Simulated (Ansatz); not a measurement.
Input:

FeBiO3:
```xyz
10
Lattice="-2.8671 3.6943 2.9909 2.8671 -3.6943 2.9909 2.8671 3.6943 -2.9909" Properties=species:S:1:pos:R:3 pbc="T T T"
Bi     0.0000     5.5415     0.6806
Fe     2.8671     0.0000     0.2709
O      2.8671     1.8472    -0.1367
O      1.3218     3.6943     1.3765
O      1.5454     0.0000     4.3674
Bi     0.0000     1.8472     0.6806
Fe     0.0000     0.0000     3.2618
O      0.0000     1.8472     2.8542
O      1.3218     0.0000     1.3765
O      4.4125     0.0000     1.3765
```
Starting moments (μB, in the order of the atoms Bi Fe O O O Bi Fe O O O): 0.0 3.5 0.0 -0.2 -0.2 0.0 -3.5 0.0 0.2 0.2.

This is the PBEsol-relaxed structure. x, y and z are the axes in which the lattice vectors are written.

All from the program Ansatz at the PBEsol level (PAW), unless another level is named. Estimate the electron effective mass.

1.2, 1.8, 2.4 mₑ (principal values).

Predict the band gap.

0.73 eV (indirect).

Give the conduction-band minimum.

at S (k = 0.000, 0.500, 0.500) (2 equivalent valleys).

Next, the weight of the valence-edge state by species (Voronoi cells)?

Fe 56 %, O 42 %, Bi 3 %.

Next, the weight of the conduction-edge state by species (Voronoi cells)?

Fe 72 %, O 19 %, Bi 8 %.

Space group Amm2. The start of the workflow was typed in or built on a structure type; neither database checked (COD, Materials Project) lists it. It is not the phase usual at ambient conditions (space group No. 161). Symmetry was held in the PBEsol relaxation, as lowered by the spin order; its stability against distortions is not shown here. Spin order of the final state: antiferromagnetic, chosen from 5 collinear starts compared on coarse meshes (ties went to the first, and starts can fall back to one state), not a proven ground state. No Hubbard U is applied. Point labels and valley counts follow the cell and symmetry of the run, lower than the named group. Scalar-relativistic: spin–orbit coupling is off unless named, which matters more the heavier the elements.

Potentials: the later of the program's two PAW sets.
